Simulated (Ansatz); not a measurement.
AgI:
```cif
data_Ag2I2
_chemical_formula_sum 'Ag2 I2'
_space_group_name_H-M_alt 'P 1'
_space_group_IT_number 1
_cell_length_a 4.56018
_cell_length_b 4.56018
_cell_length_c 7.45153
_cell_angle_alpha 90.000
_cell_angle_beta 90.000
_cell_angle_gamma 120.000
loop_
_space_group_symop_operation_xyz
  'x, y, z'
loop_
_atom_site_label
_atom_site_type_symbol
_atom_site_fract_x
_atom_site_fract_y
_atom_site_fract_z
_atom_site_occupancy
Ag1 Ag 0.33333 0.66667 0.00241 1
Ag2 Ag 0.66667 0.33333 0.50241 1
I1 I 0.33333 0.66667 0.37749 1
I2 I 0.66667 0.33333 0.87749 1
```

Relaxed with PBEsol.

Tabulate the valence density and the electron localisation function along the shortest Ag–I contact (2.79 Å), PBEsol (plane waves, PAW; program Ansatz).



```tsv
distance from Ag (Å)	density (e/Å³)	ELF
0.28	16.01	0.76
0.42	11.36	0.67
0.56	6.95	0.59
0.70	3.59	0.49
0.84	1.59	0.37
0.98	0.72	0.23
1.12	0.43	0.16
1.26	0.34	0.19
1.40	0.35	0.36
1.54	0.42	0.58
1.68	0.56	0.67
1.82	0.78	0.65
1.95	1.05	0.62
2.09	1.99	0.54
2.23	5.04	0.40
2.37	10.00	0.24
2.51	14.82	0.16
```

The density is the valence pseudo-density with augmentation charge, so density and ELF within about 1 Å of a nucleus are not all-electron values.

Space group P6_3mc (wurtzite). The PBEsol relaxation kept the symmetry of its start. The run is not spin-polarised. Spin–orbit coupling is left out wherever it is not named.

Potentials: the later of the program's two PAW sets.
